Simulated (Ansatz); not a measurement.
NbCd₃:
```yaml
crystal:
  lattice:
    - [4.27187, 0.00000, 0.00000]
    - [0.00000, 4.27187, 0.00000]
    - [0.00000, 0.00000, 4.27187]
  atoms:
    - { symbol: Cd, position: [0.00000, 0.50000, 0.50000] }
    - { symbol: Cd, position: [0.50000, 0.00000, 0.50000] }
    - { symbol: Cd, position: [0.50000, 0.50000, 0.00000] }
    - { symbol: Nb, position: [0.00000, 0.00000, 0.00000] }
```

This is the r²SCAN-relaxed structure.

**Question.** All from plane-wave PAW r²SCAN (Ansatz code), unless another level is named. Give the density of states at the Fermi level.

**Answer.** 0.40 states/eV per atom (mean over ±0.08 eV).

**Question.** Predict the formation energy from the elements (no fitted shifts).

**Answer.** 0.10 eV/atom.

Space group Pm-3m (Cu3Au type). The workflow started from an entry of the Crystallography Open Database (COD). Its standing as an ambient phase is unchecked. Symmetry was held in the r²SCAN relaxation; whether a distortion lowers the energy is not shown. No spin polarisation was allowed. The references are the lowest solids computed at this level, not always the standard phases. Spin–orbit coupling is left out wherever it is not named.

Potentials: the later of the program's two PAW sets.
